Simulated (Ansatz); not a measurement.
PbSe:
```xyz
2
Lattice="0.0000 3.4500 3.4500 3.4500 0.0000 3.4500 3.4500 3.4500 0.0000" Properties=species:S:1:pos:R:3 pbc="T T T"
Se     5.1750     5.1750     5.1750
Pb     0.0000     0.0000     0.0000
```

This is the PBE-relaxed structure. Tensor components refer to the Cartesian frame of this cell.

### Question
All from the program Ansatz at the PBE level (PAW), unless another level is named. Predict the piezoelectric stress constants (proper, relaxed ions, C/m²).

### Answer
e14 = e25 = e36 = 0.39.

### Question
What about the highest zone-centre frequency (without LO–TO term)?

### Answer
117 cm⁻¹.

### Question
What about the bulk modulus (Birch–Murnaghan fit)?

### Answer
30.6 GPa.

Space group F-43m (zinc blende). A made-up cell: these elements were put on the sites of a structure type; neither database checked (COD, Materials Project) lists it. It is not the phase usual at ambient conditions (space group No. 225). The PBE relaxation kept the symmetry of its start. At this level the phase is mechanically unstable. Spin–orbit coupling is left out wherever it is not named.

Potentials: the later of the program's two PAW sets.
